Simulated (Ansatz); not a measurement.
A generator proposed this cell of Rb4As.

```
Rb As
1.0
     5.82879    0.00000    0.00000
     0.00000    5.82879    0.00000
     0.00000    0.00000    5.82879
Rb As
4 1
Cartesian
  0.0000 0.0000 0.0000
  2.9144 2.9144 0.0000
  2.9144 0.0000 2.9144
  0.0000 2.9144 2.9144
  2.9144 2.9144 2.9144
```

Method: Ansatz 0.2.0, DFT PBE, scalar-relativistic, plane waves, PAW. Cutoff 420 eV; k points 4×4×4 on the computed 5-atom cell (Γ-centred); Gaussian smearing, width 0.10 eV; no spin polarisation.

Formation energies are uncorrected and refer to the elements' standard structures at the same level.

Q: What does a single point on this coarse mesh give?

A: The pressure is 9.8 GPa (it wants to expand), the largest force is 0.00 eV/Å (symmetry fixes the atoms), and the energy is +0.46 eV/atom against the elements. The shortest distance is 2.91 Å.

Q: Is it a good guess?

A: A rough one: relaxing gains about 0.56 eV/atom (the start's value is from the coarse mesh, so the gain is rough) in 10 ionic steps and ends at −0.10 eV/atom on the finer mesh. The symmetry stays Pm-3m (No. 221). The volume per atom grows by 70.4 %, from 39.6 to 67.5 Å³. The shortest distance goes from 2.91 Å (Rb–As) to 3.48 Å (Rb–As). Conventional cell: a = 6.962 Å. Around Rb on a site of symmetry m-3m lie 12 Rb at 4.92 Å; Rb on a site of symmetry 4/mmm has 2 As at 3.48 Å and 12 Rb at 4.92 Å; As has 6 Rb at 3.48 Å.

The last run used a 6×6×6 mesh for its 5-atom cell and Gaussian smearing of 0.10 eV. The cell is a metal run without spin; a magnetic state may lie lower. The reference form of As is held partly by dispersion forces, which this level lacks. The relaxation can't lower the symmetry of the start, and the grade says only how near the guess is to its own end. A structure relaxed within its symmetry needn't be a true minimum.
